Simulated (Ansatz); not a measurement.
Y2B:
Space group R-3m, hexagonal axes (No. 166); a = 3.7643 Å, b = 3.7643 Å, c = 18.9200 Å, α = 90.00°, β = 90.00°, γ = 120.00°

```json
[
 {"atom": "Y", "site": "6c", "symmetry": "3m", "x": "0.0000", "y": "0.0000", "z": "0.2590"},
 {"atom": "B", "site": "3a", "symmetry": "-3m", "x": "0.0000", "y": "0.0000", "z": "0.0000"}
]
```
(The calculation used a cell of 3 atoms; values per cell refer to that cell.)

Relaxed at zero pressure with PBE in the plane-wave PAW code Ansatz.

**Question.** The volume is lowered by 6 % and shape and atoms relax at that volume. What pressure results, and how do the axes share the change?

**Answer.** 1.4 GPa; a -3.0 %, b -3.0 %, c -0.1 %; the energy rises by 5 meV/atom.

**Question.** Give the new structure.

**Answer.** 
Space group R-3m, hexagonal axes (No. 166); a = b = 3.652 Å, c = 18.892 Å, α = β = 90.00°, γ = 120.00°

```csv
atom,site,symmetry,x,y,z
Y,6c,3m,0.0000,0.0000,0.2539
B,3a,-3m,0.0000,0.0000,0.0000
```

The phase is kept; no other phase was compared at this pressure.

The start of the workflow was typed in or built on a structure type; neither database checked (COD, Materials Project) lists it. Whether it is the stable phase at ambient conditions was not checked. The cell was relaxed with PBE under the symmetry of its start; whether a distortion lowers the energy is not shown. No spin polarisation was allowed.

Potentials: the earlier of the program's two PAW sets.
